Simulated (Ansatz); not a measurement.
ZrSi3O8 on the sites of tetragonal HfO2 (relaxed group Pmm2) (no longer in that coordination) at its r2SCAN geometry, run in Ansatz at 3 levels of theory. Note: simulated data, non-magnetic, for a generated structure that need not be the stable one.

The PBE+SOC input:
```yaml
crystal:
  lattice:
    - [3.4697124333, 0.0, 0.0]
    - [0.0, 5.813665397, 0.0]
    - [0.0, 0.0, 5.7462852975]
  atoms:
    - { symbol: Si, position: [0.0, 0.7525726852, 0.0581199287] }
    - { symbol: Si, position: [0.5, 0.0, 0.4210997712] }
    - { symbol: O, position: [0.5, 0.794590394, 0.6161756343] }
    - { symbol: O, position: [0.5, 0.7656608517, 0.1569452028] }
    - { symbol: O, position: [0.0, 0.0, 0.3370224294] }
    - { symbol: O, position: [0.0, 0.0, 0.9143606796] }
    - { symbol: Si, position: [0.0, 0.2474273148, 0.0581199287] }
    - { symbol: Zr, position: [0.5, 0.5, 0.4780010173] }
    - { symbol: O, position: [0.5, 0.205409606, 0.6161756343] }
    - { symbol: O, position: [0.5, 0.2343391483, 0.1569452028] }
    - { symbol: O, position: [0.0, 0.5, 0.29638898] }
    - { symbol: O, position: [0.0, 0.5, 0.8906455911] }
kpoints:
  mp_grid: { grid: [8, 4, 4] }
  band_path:
    path:
      - [0.0, 0.0, 0.0]
      - [0.5, 0.0, 0.0]
      - [0.5, 0.5, 0.0]
      - [0.0, 0.5, 0.0]
      - [0.0, 0.0, 0.5]
      - [0.5, 0.0, 0.5]
      - [0.5, 0.5, 0.5]
      - [0.0, 0.5, 0.5]
    npoints: 1
hamiltonian:
  xc: pbe
scf:
  occupations: { method: fixed }
  n_extra_bands: 14
magnetization:
  noncollinear: true
  spin_orbit: true
output:
  forces: true
  stress: true
  eigenvalues: true
```

Main results, then, where recorded, the levels near the gap in eV from the Fermi energy (columns number the bands from 0), one row a point of the path (Γ, X, S, Y, Z, U, R, T):
```
Crystal: 12 atoms, lattice volume = 115.913 Å³
Symmetry: 4 space group operations + 4 with time reversal
Magnetic group: BNS 25.58 (UNI 156)
```
```
Basis set: ecut = 420 eV, 2251 PW (Γ)
Bands: 86, of which v1, the nominal top of the filled ones, is band 72 counted from 1 (71 counted from 0)
k-points: 45 of 128 (time reversal used)
Free energy (F): -10641.521218 eV
Fermi energy:    8.641000 eV
--- Forces (eV/Å), atoms counted from 1 ---
  atom   1  Si      0.00000    -0.04862      0.13526
  atom   2  Si      0.00000      0.00000    -0.30372
  atom   3  O       0.00000    -0.13612      0.37816
  atom   4  O       0.00000    -0.03636      0.01773
  atom   5  O       0.00000      0.00000      0.00119
  atom   6  O       0.00000      0.00000    -0.44738
  atom   7  Si      0.00000      0.04862      0.13526
  atom   8  Zr      0.00000      0.00000    -0.07910
  atom   9  O       0.00000      0.13612      0.37816
  atom  10  O       0.00000      0.03636      0.01773
  atom  11  O       0.00000      0.00000      0.08931
  atom  12  O       0.00000      0.00000    -0.32265
--- Stress (GPa, compression-positive) ---
        6.880696       0.000000       0.000000
        0.000000       7.084054       0.000000
        0.000000       0.000000       6.608066
  P = ⅓ Tr σ = 6.8576 GPa (68.576 kbar)
```
```tsv
band_66	band_67	band_68	band_69	band_70	band_71	band_72	band_73	band_74	band_75	band_76	band_77
-0.529	-0.529	-0.296	-0.296	-0.100	-0.100	3.731	3.731	4.637	4.637	5.656	5.656
-0.797	-0.797	-0.474	-0.474	-0.151	-0.151	4.647	4.647	5.221	5.221	5.634	5.634
-0.902	-0.902	-0.765	-0.765	-0.241	-0.241	4.814	4.814	5.233	5.233	5.432	5.432
-0.801	-0.801	-0.714	-0.714	-0.081	-0.081	4.842	4.842	5.473	5.473	6.066	6.066
-0.725	-0.725	-0.424	-0.424	-0.162	-0.162	4.228	4.228	5.349	5.349	5.736	5.736
-0.155	-0.155	-0.143	-0.143	0.000	0.000	4.956	4.956	5.164	5.164	5.610	5.610
-0.616	-0.616	-0.292	-0.292	-0.100	-0.100	5.035	5.035	5.313	5.313	5.380	5.380
-0.692	-0.692	-0.662	-0.662	-0.639	-0.639	4.868	4.868	5.443	5.443	6.121	6.121
```

The PBE+SOC gap is indirect, 3.73 eV (U to Γ), below the direct gap of 3.83 eV at Γ.

Question: Another run on the same cell gave
```
Basis set: ecut = 500 eV, 2997 PW (Γ)
Bands: 43, of which v1, the nominal top of the filled ones, is band 36 counted from 1 (35 counted from 0)
k-points: 45 of 128 (time reversal used)
Free energy (F): -10672.755891 eV
Fermi energy:    8.273045 eV
--- Forces (eV/Å), atoms counted from 1 ---
  atom   1  Si      0.00000    -0.00004      0.00092
  atom   2  Si      0.00000      0.00000      0.00026
  atom   3  O       0.00000    -0.00184      0.00035
  atom   4  O       0.00000    -0.00038    -0.00062
  atom   5  O       0.00000      0.00000    -0.00116
  atom   6  O       0.00000      0.00000    -0.00120
  atom   7  Si      0.00000      0.00004      0.00092
  atom   8  Zr      0.00000      0.00000    -0.00267
  atom   9  O       0.00000      0.00184      0.00035
  atom  10  O       0.00000      0.00038    -0.00062
  atom  11  O       0.00000      0.00000      0.00059
  atom  12  O       0.00000      0.00000      0.00267
--- Stress (GPa, compression-positive) ---
       -0.022666       0.000000       0.000000
        0.000000      -0.028509       0.000000
        0.000000       0.000000      -0.011250
  P = ⅓ Tr σ = -0.0208 GPa (-0.208 kbar)
```
```tsv
band_33	band_34	band_35	band_36	band_37	band_38
-0.528	-0.301	-0.096	4.432	5.314	6.199
-0.817	-0.486	-0.148	5.179	5.736	6.175
-0.924	-0.769	-0.238	5.328	5.783	5.938
-0.800	-0.716	-0.082	5.438	6.012	6.731
-0.780	-0.425	-0.159	4.887	6.071	6.272
-0.149	-0.136	0.000	5.471	5.668	6.157
-0.631	-0.285	-0.100	5.548	5.818	5.917
-0.696	-0.665	-0.659	5.465	5.984	6.956
```
Which level of theory and mesh gave it?

Answer: It is r2SCAN, on 8×4×4; the blocks that differ from the first input, but for the band path:
```yaml
hamiltonian:
  xc: r2scan
scf:
  occupations: { method: fixed }
  n_extra_bands: 7
```
(magnetization left out)
With r2SCAN the valence top lies at U and the conduction bottom at Γ, 4.43 eV higher; the smallest vertical gap, at Γ, is 4.53 eV. The mean stress is close to zero (-0.02 GPa).

PBE0. Against the first input these blocks differ (the band path and keys that only write files left aside):
```yaml
kpoints:
  mp_grid: { grid: [4, 4, 4] }
hamiltonian:
  xc: pbe0
scf:
  occupations: { method: fixed }
  n_extra_bands: 7
```
(magnetization left out)

```
Basis set: ecut = 420 eV, 2251 PW (Γ)
Bands: 43, of which v1, the nominal top of the filled ones, is band 36 counted from 1 (35 counted from 0)
k-points: 27 of 64 (time reversal used)
Exchange kernel: α = 0.2500, full range, Wigner–Seitz truncation, v(0) = 12685.2668 eV·Å³, q-mesh 4×4×4
hybrid outer 1: dexx = +4.734e-2 eV, tail = 6.97e-5 eV
hybrid outer 2: dexx = +1.824e-6 eV, tail = 1.83e-8 eV, Δε = 2.52e-3 eV, ΔF = 1.81e-2 eV/Å
hybrid outer 3: dexx = +7.781e-10 eV, tail = 9.47e-10 eV, Δε = 3.40e-5 eV, ΔF = 1.67e-4 eV/Å
Free energy (F): -10644.461813 eV
Fermi energy:    7.000345 eV
--- Forces (eV/Å), atoms counted from 1 ---
  atom   1  Si      0.00000      0.03619      0.05339
  atom   2  Si      0.00000      0.00000      0.01763
  atom   3  O       0.00000    -0.21370    -0.24242
  atom   4  O       0.00000    -0.00090      0.07430
  atom   5  O       0.00000      0.00000    -0.10696
  atom   6  O       0.00000      0.00000      0.17564
  atom   7  Si      0.00000    -0.03619      0.05339
  atom   8  Zr      0.00000      0.00000    -0.09961
  atom   9  O       0.00000      0.21370    -0.24242
  atom  10  O       0.00000      0.00090      0.07430
  atom  11  O       0.00000      0.00000      0.07746
  atom  12  O       0.00000      0.00000      0.16528
--- Stress (GPa, compression-positive) ---
       -1.234690       0.000000       0.000000
        0.000000      -2.918587       0.000000
        0.000000       0.000000      -1.349366
  P = ⅓ Tr σ = -1.8342 GPa (-18.342 kbar)
```
```tsv
band_33	band_34	band_35	band_36	band_37	band_38
-0.519	-0.275	-0.096	6.240	7.191	8.243
-0.793	-0.535	-0.149	7.109	7.799	8.220
-0.959	-0.712	-0.284	7.281	7.780	8.027
-0.856	-0.670	-0.055	7.395	8.043	8.650
-0.727	-0.429	-0.170	6.761	8.015	8.332
-0.162	-0.100	0.000	7.456	7.714	8.195
-0.557	-0.255	-0.116	7.543	7.891	7.931
-0.716	-0.702	-0.647	7.455	8.015	8.852
```

With PBE0 the valence top lies at U and the conduction bottom at Γ, 6.24 eV higher; the smallest vertical gap, at Γ, is 6.34 eV. With the atoms held, the mean pressure is -1.8 GPa (compression positive). The stress of a hybrid is loosely converged here.

Small level splittings and stresses of the hybrids carry the error of their coarser meshes.

Totals of different functionals, or with and without spin-orbit coupling, can't be compared.

Only the levels marked +SOC include spin-orbit coupling.

The meshes of the hybrids are coarse, so their gaps aren't converged to the digits shown.
